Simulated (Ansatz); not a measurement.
# How NaCl (Fm-3m) stiffens under pressure

```xyz
2
Lattice="0.0000 2.7322 2.7322 2.7322 0.0000 2.7322 2.7322 2.7322 0.0000" Properties=species:S:1:pos:R:3 pbc="T T T"
Na    0.0000    0.0000    0.0000
Cl    2.7322    2.7322    2.7322
```

This is the zero-pressure cell. At each pressure cell and atoms are relaxed in this structure, and the constants are slopes of the stress at strains of ±0.005 with relaxed ions (the coefficients that govern stability under load). Level: LDA, PAW on Ansatz 0.2.0's default frozen-core files (fitted under PBE), scalar-relativistic; k mesh 8×8×8, strains of ±0.005, fixed occupations, cutoff 420 eV. P is the pressure of the relaxed cell, less that of this one.

```csv
P (GPa),V/V₀,C11 (GPa),C12 (GPa),C44 (GPa)
0.00,1.0000,70.1,13.0,12.9
1.03,0.9706,81.3,14.6,13.0
2.01,?,?,?,?
4.00,0.9059,112.3,18.9,13.2
7.01,0.8587,141.9,23.0,13.3
9.99,0.8221,170.1,27.0,13.2
15.01,0.7746,215.9,33.4,12.9
```

Task: Does the bulk modulus from the constants agree with the pressure-volume curve?

Result: A third-order Birch-Murnaghan fit to the volumes shown (F against f, f = [(V₀/V)^(2/3) − 1]/2) gives B₀ = 32.1 GPa and B′ = 4.7. Its −V dP/dV stands beside (C11 + 2C12)/3:

| P (GPa) | from P(V) | from the constants |
| --- | --- | --- |
| 0.00 | 32.1 | 32.1 |
| 1.03 | 36.8 | 36.8 |
| 4.00 | 50.0 | 50.0 |
| 7.01 | 62.6 | 62.7 |
| 9.99 | 74.8 | 74.7 |
| 15.01 | 94.6 | 94.3 |

Task: What are the pressure derivatives at zero pressure?

Result: Slopes at V₀ of quadratic fits in −ln(V/V₀) through the first four rows shown, divided by B₀: dC11/dP = 10.8, dC12/dP = 1.5, dC44/dP = 0.2. The mean slopes up to 4.0 GPa are 10.5, 1.5, 0.1; curvature and scatter of the constants part the two. The combination (dC11/dP + 2 dC12/dP)/3 = 4.6 stands against B′.

Task: Fill the row at 2.01 GPa.

Result: Cubic fits in −ln(V/V₀) through all rows shown give C11 = 91.8, C12 = 16.1, C44 = 13.1 GPa. Computed: V/V₀ = 0.9466, C11 (GPa) = 91.8, C12 (GPa) = 16.1, C44 (GPa) = 13.1.

Task: Does a shear stiffness soften?

Result: C44 goes from 12.9 to 12.9 GPa, through a maximum of 13.3 near 7 GPa; (C11 − C12)/2 goes from 28.5 to 91.2 GPa. Neither ends more than 3 % under its start, and the lattice stays mechanically stable over this range.

Keep in mind: no other phase was computed; many crystals of this kind change structure within this range, and rows or crossings beyond such a change describe a metastable lattice; frozen-core PAW files fitted under PBE, their cores solved anew for the functional of the run; phonons weren't checked at these pressures.
